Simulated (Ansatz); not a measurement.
**Ti: pressure against volume, fitted**

```xyz
1
Lattice="0.0000 2.0300 2.0300 2.0300 0.0000 2.0300 2.0300 2.0300 0.0000" Properties=species:S:1:pos:R:3 pbc="T T T"
Ti    0.0000    0.0000    0.0000
```

The geometry is COD entry 1534878, unchecked; take it as a test cell.

The calculation used Ansatz 0.2.0, DFT, LDA, all-electron LAPW, scalar-relativistic.

Sampling and basis: a Γ-centred 15×15×15 k mesh, Fermi–Dirac smearing of 0.05 eV, basis error target 0.25 meV/atom, no spin polarisation.

The cell is scaled evenly. Fractional coordinates are held (clamped ions).

| V (Å³/atom) | P (GPa) |
| --- | --- |
| 15.727 | 2.43 |
| 15.735 | 2.36 |
| 16.062 | -0.21 |
| 16.229 | -1.44 |
| 16.396 | -2.62 |
| 16.564 | -3.75 |
| 16.731 | -4.82 |
| 16.898 | -5.85 |
| 17.065 | -6.84 |
| 17.233 | -7.78 |
| 17.735 | -10.35 |

Q: Fit a third-order Birch–Murnaghan curve to the pressures.

A: P = (3B0/2)(y^(7/2) − y^(5/2))[1 + (3/4)(B0′ − 4)(y − 1)] with y = (V0/V)^(2/3) fits within 0.01 GPa for V0 = 16.034 Å³/atom, B0 = 121.8 GPa and B0′ = 3.35.

Q: Predict the pressure at the withheld volume, 17.400 Å³/atom.

A: There y = 0.9469, so the fit gives -8.67 GPa; the run gave -8.68 GPa.
